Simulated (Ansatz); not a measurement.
A geometry of SiNi2 away from equilibrium: step 4 of the relaxation of a generated cell, SiNi2 placed in the AFLOW prototype AB2_cF48_227_c_e (as in Ti2C). Computed with r2SCAN (plane waves to 500 eV, PAW, scalar-relativistic; Ansatz, a first-principles code). Γ-centred k-mesh 6×6×6 on the run's cell, Fermi–Dirac smearing 0.05 eV. The plane waves were selected for a different cell earlier on the path.

```xyz
12
Lattice="0.0000 4.0520 4.0520 4.0520 0.0000 4.0520 4.0520 4.0520 0.0000" Properties=species:S:1:pos:R:3 pbc="T T T"
Si     5.0650     5.0650     5.0650
Si     5.0650     3.0390     3.0390
Si     3.0390     5.0650     3.0390
Si     3.0390     3.0390     5.0650
Ni     7.3186     7.3186     7.3186
Ni     7.3186     4.8373     4.8373
Ni     4.8373     7.3186     4.8373
Ni     4.8373     4.8373     7.3186
Ni     2.8113     2.8113     2.8113
Ni     2.8113     5.2927     5.2927
Ni     5.2927     2.8113     5.2927
Ni     5.2927     5.2927     2.8113
```
Spin-polarised start, with parallel moments on Ni.

Question: Give the Cartesian forces on all atoms (eV/Å).

Answer: 
```tsv
atom	Fx	Fy	Fz
Si1	0.00	0.00	0.00
Si2	0.00	0.00	0.00
Si3	0.00	0.00	0.00
Si4	0.00	0.00	0.00
Ni5	-1.93	-1.93	-1.93
Ni6	-1.93	1.93	1.93
Ni7	1.93	-1.93	1.93
Ni8	1.93	1.93	-1.93
Ni9	1.93	1.93	1.93
Ni10	1.93	-1.93	-1.93
Ni11	-1.93	1.93	-1.93
Ni12	-1.93	-1.93	1.93
```

The path ends in Fd-3m (No. 227) (AFLOW prototype AB2_cF48_227_c_e (as in Ti2C)). No spin polarisation in the result: the starting moments vanished. A magnetic state may lie lower.

The run could not lose the symmetry of its start: the end is stationary, and may be a saddle point rather than a minimum.

The end of the path is a generated cell of SiNi2: the first start was made by placing the elements on the sites of a structure type, and the end was not matched to a known phase here, so it may be hypothetical.
